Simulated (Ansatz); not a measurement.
ZnSe:
```
CELL_PARAMETERS angstrom
      0.00000     2.78367     2.78367
      2.78367     0.00000     2.78367
      2.78367     2.78367     0.00000
ATOMIC_POSITIONS crystal
  Zn 0.00000 0.00000 0.00000
  Se 0.25000 0.25000 0.25000
```

Relaxed with LDA.

### Question
Give the optical modes at the zone centre with their infrared and Raman activity from DFPT, DFT-LDA in the program Ansatz with PAW potentials.

### Answer
Transverse frequencies, without the LO–TO term; a row sums one degenerate level.

```
ω (cm⁻¹)  degeneracy  IR ((D/Å)²/amu)  Raman (Å⁴/amu)  activity  symmetry
--------  ----------  ---------------  --------------  --------  --------
218                3             7.50             2.2  IR+Raman        T2
```

### Question
How high does the top mode go among those that the LO–TO term moves?

### Answer
253 cm⁻¹ for q along x.

Space group F-43m (zinc blende). The LDA relaxation kept the symmetry of its start.

Potentials: the earlier of the program's two PAW sets. The files were generated under PBE; for other functionals the program regenerates the frozen cores, and for LDA and PBEsol the local potential too.
